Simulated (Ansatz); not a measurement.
**ScAl3: field gradients at two levels of theory**

Cell: a Materials Project structure (computed, not necessarily an observed phase), atoms as given.

```yaml
crystal:
  lattice:
    - [4.08781, 0.00000, 0.00000]
    - [0.00000, 4.08781, 0.00000]
    - [0.00000, 0.00000, 4.08781]
  atoms:
    - { symbol: Sc, position: [0.00000, 0.00000, 0.00000] }
    - { symbol: Al, position: [0.50000, 0.00000, 0.50000] }
    - { symbol: Al, position: [0.00000, 0.50000, 0.50000] }
    - { symbol: Al, position: [0.50000, 0.50000, 0.00000] }
```

Sites (sets of like atoms) are named by element and the number of their first atom in this list.

First run. The numbers come from a DFT calculation in Ansatz (PBE, plane waves and PAW, scalar-relativistic, 420 eV cutoff, Γ-centred 8×8×8 k-points, Fermi–Dirac smearing 0.05 eV).

```csv
site,atom,V_zz (10²¹ V/m²),η
Al,2,2.00,0.00
```

Second run. The same atoms and settings, except that the functional is r2SCAN and the cutoff is 500 eV.

**Question.** Given the first result, estimate the second.

**Answer.** 

```csv
site,atom,V_zz,η,change of V_zz
Al,2,1.93,0.00,-0.07
```

The largest change of V_zz is on Al, from 2.00 to 1.93. Sites without a gradient aren't listed.

The run finds no gap above 0.1 eV (a metal, or nearly one), so the gradients can move by 10 % or more with the k-mesh.
For the second run: With these PAW files V_zz is typically within 2 to 3 % of all-electron values, but misses above 10 % occur on Al.
